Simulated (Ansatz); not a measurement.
Zincblende alloy of ZnS and MgS (12 of 32 Zn sites exchanged), 64 atoms

Ansatz, PAW, plane waves. PBEsol relaxation of volume and atoms (shape held) at the single k point (¼, ¼, ¼) without its symmetry partners; single points on the relaxed atoms at the single k point (¼, ¼, ¼) without its symmetry partners, onto which points of the small cell's zone fold. Arrangement: random. No spin–orbit coupling unless named.

Relaxed structure:

```cif
data_structure
_symmetry_space_group_name_H-M 'P 1'
_symmetry_Int_Tables_number 1
_cell_length_a 10.9343
_cell_length_b 10.9343
_cell_length_c 10.9343
_cell_angle_alpha 90.000
_cell_angle_beta 90.000
_cell_angle_gamma 90.000
_cell_volume 1307.31
loop_
_atom_site_label
_atom_site_type_symbol
_atom_site_fract_x
_atom_site_fract_y
_atom_site_fract_z
_atom_site_occupancy
Zn1 Zn 0.99964 0.99637 0.00024 1
Zn2 Zn 0.99966 0.99628 0.49993 1
Zn3 Zn 0.99636 0.50333 0.00084 1
Zn4 Zn 0.50037 0.99953 0.00085 1
Zn5 Zn 0.50382 0.50068 0.00009 1
Zn6 Zn 0.50375 0.50013 0.49987 1
Zn7 Zn 0.75139 0.74826 0.00000 1
Zn8 Zn 0.75186 0.74851 0.49969 1
Zn9 Zn 0.24843 0.99968 0.24815 1
Zn10 Zn 0.24866 0.99950 0.75212 1
Zn11 Zn 0.25175 0.50005 0.75335 1
Zn12 Zn 0.75165 0.99606 0.75280 1
Zn13 Zn 0.74877 0.50333 0.24797 1
Zn14 Zn 0.74887 0.50336 0.75177 1
Zn15 Zn 0.99953 0.24825 0.24907 1
Zn16 Zn 0.99699 0.75141 0.24818 1
Zn17 Zn 0.99673 0.75125 0.75208 1
Zn18 Zn 0.50079 0.25161 0.24810 1
Zn19 Zn 0.50045 0.25144 0.75227 1
Zn20 Zn 0.50360 0.74839 0.24904 1
Mg1 Mg 0.99630 0.50328 0.50089 1
Mg2 Mg 0.49963 0.99967 0.50080 1
Mg3 Mg 0.25134 0.24789 0.00018 1
Mg4 Mg 0.25159 0.24856 0.50008 1
Mg5 Mg 0.24810 0.75162 0.00051 1
Mg6 Mg 0.24803 0.75077 0.50057 1
Mg7 Mg 0.74818 0.25165 0.99997 1
Mg8 Mg 0.74799 0.25124 0.50086 1
Mg9 Mg 0.25195 0.49966 0.24820 1
Mg10 Mg 0.75179 0.99612 0.24834 1
Mg11 Mg 0.00020 0.24767 0.75256 1
Mg12 Mg 0.50387 0.74751 0.75214 1
S1 S 0.11949 0.11958 0.12674 1
S2 S 0.12498 0.11555 0.62467 1
S3 S 0.11624 0.62592 0.12607 1
S4 S 0.12445 0.62532 0.63551 1
S5 S 0.61816 0.12455 0.12584 1
S6 S 0.62589 0.12380 0.63544 1
S7 S 0.62592 0.62579 0.12244 1
S8 S 0.63120 0.62147 0.62011 1
S9 S 0.38465 0.37536 0.12254 1
S10 S 0.37964 0.37947 0.62880 1
S11 S 0.37947 0.87759 0.12958 1
S12 S 0.37143 0.87731 0.63162 1
S13 S 0.87775 0.37906 0.12934 1
S14 S 0.87026 0.37905 0.63185 1
S15 S 0.87853 0.86912 0.11863 1
S16 S 0.87356 0.87304 0.62417 1
S17 S 0.37581 0.12499 0.36501 1
S18 S 0.37904 0.11967 0.87085 1
S19 S 0.38343 0.62553 0.37584 1
S20 S 0.37605 0.61794 0.87827 1
S21 S 0.88142 0.12412 0.37622 1
S22 S 0.87442 0.11575 0.87794 1
S23 S 0.87032 0.63050 0.36915 1
S24 S 0.87286 0.62566 0.87498 1
S25 S 0.12047 0.37184 0.37214 1
S26 S 0.12417 0.38309 0.87794 1
S27 S 0.11995 0.87719 0.36904 1
S28 S 0.12008 0.87874 0.87098 1
S29 S 0.62179 0.37901 0.36895 1
S30 S 0.62190 0.38078 0.87074 1
S31 S 0.62602 0.86630 0.37648 1
S32 S 0.62988 0.87717 0.88180 1
```

(1) What are the mean bond lengths by pair (pairs within 1.2 times the sum of covalent radii, less contacts 15 % beyond the pair's median; cation–cation pairs of compounds aside; long ionic contacts are cut short by that bound)?

(2) What gap lies between the top filled and the lowest empty level in the single points?

Results:

(1) Mg–S 2.426 ± 0.009 Å (standard deviation, 48 bonds); S–Zn 2.334 ± 0.013 Å (standard deviation, 80 bonds).

(2) r²SCAN 3.89 eV (15 s on NVIDIA H100). Away from Γ this isn't the crystal's band gap.
